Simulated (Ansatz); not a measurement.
FeB4 (space group Pnnm)

```yaml
crystal:
  lattice:
    - [4.46513, 0.00000, 0.00000]
    - [0.00000, 5.26065, 0.00000]
    - [0.00000, 0.00000, 2.98871]
  atoms:
    - { symbol: Fe, position: [0.50000, 0.00000, 0.00000] }
    - { symbol: Fe, position: [0.00000, 0.50000, 0.50000] }
    - { symbol: B, position: [0.16169, 0.87350, 0.50000] }
    - { symbol: B, position: [0.83831, 0.12650, 0.50000] }
    - { symbol: B, position: [0.66169, 0.62650, 0.00000] }
    - { symbol: B, position: [0.33831, 0.37350, 0.00000] }
    - { symbol: B, position: [0.74957, 0.81250, 0.50000] }
    - { symbol: B, position: [0.25043, 0.18750, 0.50000] }
    - { symbol: B, position: [0.24957, 0.68750, 0.00000] }
    - { symbol: B, position: [0.75043, 0.31250, 0.00000] }
```

The slice is a (100) plane (indices of the conventional cell) through the point (0.500, 0.000, 0.000) (fractional), spanned by u = [001] and v = [010] in vectors of this cell: u (2.99 Å) and v (5.26 Å, at 90° to u). It covers one period; positions are fractions (u, v).

These are PBEsol (plane waves to 420 eV, PAW, scalar-relativistic; Ansatz, a quantum-chemistry and plane-wave program) values and carry that method's errors. k mesh 9×8×14. These are valence fields of a PAW run, semicore shells included where kept as valence: close to a nucleus they are smooth pseudo fields. FeB4 is run without spin polarisation. FeB4 was relaxed with its symmetry unable to fall.

Problem. Predict the map of the electrostatic potential energy of an electron, from the cell's mean on the slice.

Solution. 
```
|xxx047740xx|
|xx00566500x|
|00046666400|
|01466666641|
|12577777752|
|00368888630|
|00268998620|
|00268998620|
|00379999730|
|02479999742|
|00379999730|
|00268998620|
|00268998620|
|00368888630|
|12577777752|
|01466666641|
|00046666400|
|xx00566500x|
|xxx047740xx|
|xxx037730xx|
```
Scale: ten equal steps from 5.00 (start of '0') to 13.62 (end of '9'), in the order '0123456789'. Values: electrostatic potential energy of an electron, from the cell's mean, in eV. The map has 11 points along u (one character each, u = 0 at the left) and 20 along v (v = 0 in the bottom row). Points within 0.7 Å of a nucleus are blanked (x), as the pseudised field means little there. Values under 5 eV are set to 5. The zero, the cell's mean, hangs on the PAW cores.
